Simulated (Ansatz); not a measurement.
A geometry of KTaO3 away from equilibrium: step 2 of the relaxation of a generated cell, KTaO3 built in the ilmenite structure type. Level of theory: r2SCAN (plane waves to 500 eV, PAW, scalar-relativistic; Ansatz, a program for electronic structure). Γ-centred k-mesh 5×5×5 on the run's cell (coarser than for final values), Fermi–Dirac smearing 0.05 eV. The plane waves were selected for a different cell earlier on the path.

```yaml
crystal:
  lattice:
    - [2.79083, 1.61128, 5.21881]
    - [-2.79083, 1.61128, 5.21881]
    - [0.00000, -3.22257, 5.21881]
  atoms:
    - { symbol: K, position: [0.35738, 0.35738, 0.35738] }
    - { symbol: K, position: [0.64262, 0.64262, 0.64262] }
    - { symbol: O, position: [0.18679, 0.56333, 0.95682] }
    - { symbol: O, position: [0.95682, 0.18679, 0.56333] }
    - { symbol: O, position: [0.56333, 0.95682, 0.18679] }
    - { symbol: O, position: [0.81321, 0.43667, 0.04318] }
    - { symbol: O, position: [0.04318, 0.81321, 0.43667] }
    - { symbol: O, position: [0.43667, 0.04318, 0.81321] }
    - { symbol: Ta, position: [0.14872, 0.14872, 0.14872] }
    - { symbol: Ta, position: [0.85128, 0.85128, 0.85128] }
```

Q: What forces act on the atoms (eV/Å)?

A: 
```
atom     Fx     Fy     Fz
----  -----  -----  -----
K1     0.00   0.00   0.34
K2     0.00   0.00  -0.34
O3    -1.10  -0.80  -0.91
O4     1.24  -0.55  -0.91
O5    -0.15   1.35  -0.91
O6     1.10   0.80   0.91
O7    -1.24   0.55   0.91
O8     0.15  -1.35   0.91
Ta9    0.00   0.00   0.17
Ta10   0.00   0.00  -0.17
```

The path ends in R-3 (No. 148) (AFLOW prototype AB3C_hR10_148_c_f_c (as in TiFeO3)). No spin polarisation in the result.

The run could not lose the symmetry of its start: the end is stationary, and may be a saddle point rather than a minimum.

The end of the path is a generated cell of KTaO3: the first start was made by placing the elements on the sites of a structure type, and the end was not matched to a known phase here, so it may be hypothetical. Known forms of KTaO3 include space group No. 221.
